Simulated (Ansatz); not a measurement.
This cell of MgO (rock salt) is off equilibrium:

```
MgO
1.0
    0.00000     2.04930     2.04930
    2.04930     0.00000     2.04930
    2.04930     2.04930     0.00000
O Mg
1 1
Cartesian
  0.00000   0.00000   0.00000
  2.04930   2.04930   2.04930
```

These are PBEsol (plane waves to 420 eV, PAW, scalar-relativistic; Ansatz, a program for electronic structure) values and carry that method's errors. k mesh 14×14×14 (Γ-centred), Fermi-Dirac smearing 0.05 eV. E stands for the smeared free energy. Stress and pressure are positive under compression. MgO was relaxed with its symmetry unable to fall.

Task: What is the stress tensor (GPa)?

Result: 
```
   15.6      0.0      0.0
    0.0     15.6      0.0
    0.0      0.0     15.6
```
The pressure, a third of the trace, is 15.6 GPa.

Task: It is the relaxed cell scaled evenly to V/V₀ = 0.920, atoms relaxed where free. What is its energy relative to the relaxed cell?

Result: 33.9 meV/atom.

(Under strain, the slope of the energy per volume gives the stress and its curvature an elastic modulus.)
